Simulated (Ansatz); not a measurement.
TlCaI3 in the cubic perovskite structure, relaxed with r2SCAN in the plane-wave code Ansatz: it is cubic, Pm-3m (No. 221); conventional cell a = 6.095 Å, 45.28 Å³ an atom. Around Tl lie 12 I at 4.31 Å; around Ca lie 6 I at 3.05 Å; around I lie 2 Ca at 3.05 Å and 4 Tl at 4.31 Å. The cell was then strained (x, y and z are the cube axes), with the atoms relaxed again; stress is positive in compression. Values at 0 K without nuclear motion; spin polarisation is off, and the phase may be a hypothetical one.

- Uniaxial +1.0 % along x, other directions held: r2SCAN's stress changes by -0.37 GPa along the strain and -0.07 GPa across it.
- Epitaxial strain of +2.0 % in the (001) plane: the free normal strain is -0.70 % and the in-plane stress changes by -0.78 GPa.

Question: Estimate C₁₁, C₁₂ and the bulk modulus from the uniaxial step.

Answer: With compression positive, C₁₁ ≈ −Δσ∥/ε = (+0.37)/(+0.0100) = 37 GPa and C₁₂ ≈ (+0.07)/(+0.0100) = 7 GPa; B = (C₁₁ + 2C₁₂)/3 = 17 GPa. A one-sided step carries third-order terms: it reads low by some per cent.

Question: What do the film's normal strain and stress say about the elastic constants?

Answer: ε⊥/ε∥ = (-0.0070)/(+0.0200) = -0.35, which linear elasticity sets to −2C₁₂/C₁₁ = -0.38 from the uniaxial step. The biaxial modulus is M = −Δσ/ε∥ = 39 GPa (C₁₁ + C₁₂ − 2C₁₂²/C₁₁ = 41 GPa).

Question: How much elastic energy does the film store, with 45.28 Å³ an atom?

Answer: u = M ε∥² = −Δσ ε∥ = +0.78 × (+0.0200) = 0.0156 GPa, and 1 GPa Å³ is 6.2415 meV: 4.41 meV an atom. The total energies of the two runs differ by 4.58 meV an atom.
